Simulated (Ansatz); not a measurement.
This AlGa3O6 structure is the end of a relaxation. The cell was found from a structure generator's guess, not taken from experiment.

Method: DFT PBE, scalar-relativistic, plane waves, PAW (Ansatz 0.2.0). Cutoff 420 eV, Γ-centred mesh, Gaussian smearing, no spin polarisation.

```
CELL_PARAMETERS angstrom
3.05397 0.00000 0.00000
0.58375 4.92085 0.00000
0.44539 1.51027 7.87185
ATOMIC_POSITIONS crystal
Al 0.62272 0.33226 0.10044
Ga 0.28587 0.96018 0.84215
Ga 0.21193 0.80200 0.28300
Ga 0.75208 0.48139 0.64536
O 0.71610 0.69667 0.40879
O 0.36929 0.67888 0.07923
O 0.29046 0.27435 0.63417
O 0.81782 0.76275 0.76277
O 0.73365 0.17756 0.92017
O 0.13147 0.19066 0.21224
```

Formation energies are uncorrected and refer to the elements' standard structures at the same level (O₂ as a molecule).

Task: What space group does it have?

Result: P1 (No. 1). Conventional cell: a = 3.054 Å, b = 4.955 Å, c = 8.028 Å, α = 78.9°, β = 86.8°, γ = 83.2°. Al is surrounded by 4 O at 1.76–1.84 Å; around Ga on its first site lie 6 O at 1.94–2.14 Å; Ga on its second site has 4 O at 1.84–1.89 Å; around O on its first site lie 2 Ga at 1.84–1.86 Å and 1 Ga at 1.99 Å; 6 more sites not described.

Task: What is its formation energy per atom?

Result: −2.034 eV/atom. Whether it is stable depends on the other phases of the system, which aren't compared here.

Task: Is it a metal?

Result: No, the gap on the 10×6×4 mesh is 2.43 eV.

The last run used a 10×6×4 mesh (in the run's order of axes) for its 10-atom cell and Gaussian smearing of 0.02 eV. Kohn–Sham gaps at this level usually fall short of measured ones. A later test with randomly moved atoms came back to the same energy, though modes that don't fit the test's cell weren't probed.
